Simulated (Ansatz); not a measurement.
TiS2:
```yaml
crystal:
  lattice:
    - [3.31482, 0.00000, 0.00000]
    - [-1.65741, 2.87072, 0.00000]
    - [0.00000, 0.00000, 5.44654]
  atoms:
    - { symbol: Ti, position: [0.00000, 0.00000, 0.00000] }
    - { symbol: S, position: [0.33333, 0.66667, 0.26093] }
    - { symbol: S, position: [0.66667, 0.33333, 0.73907] }
```

Relaxed with LDA. Special points in fractions of this cell's reciprocal vectors: Γ (0.000, 0.000, 0.000); M (0.500, 0.000, 0.000); K (0.333, 0.333, 0.000); A (0.000, 0.000, 0.500); L (0.500, 0.000, 0.500); H (0.333, 0.333, 0.500).

### Question
List the band energies nearest the Fermi level at these points for the program Ansatz at the LDA level (PAW).

### Answer
In eV from the Fermi level; about four levels below and three above (degenerate sets whole), none deeper than 8.9 eV; points with the same levels are listed once.

```csv
k,below,above
Γ,-5.94 -2.79 -2.79,0.30 0.30 0.30
M,-3.14 -2.99 -2.65 -1.62,0.17 1.77 2.25
K,-4.43 -4.43 -2.82 -2.82 -2.35,1.36 2.05 2.05
A,-3.83 -2.89 -2.71 -2.71,0.00 0.00 0.53 0.53
L,-2.94 -1.07 -1.06 -0.23,1.76 2.21 3.52
H,-3.92 -3.43 -2.23 -2.23,1.38 1.54 1.54
```

Space group P-3m1 (CdI2 type). The LDA relaxation kept the symmetry of its start; phonons on a q-mesh show no instability. The run is not spin-polarised. A crystal of weakly bound layers computed without a dispersion correction: the cell and the soft elastic constants depend strongly on that.

Potentials: the later of the program's two PAW sets.
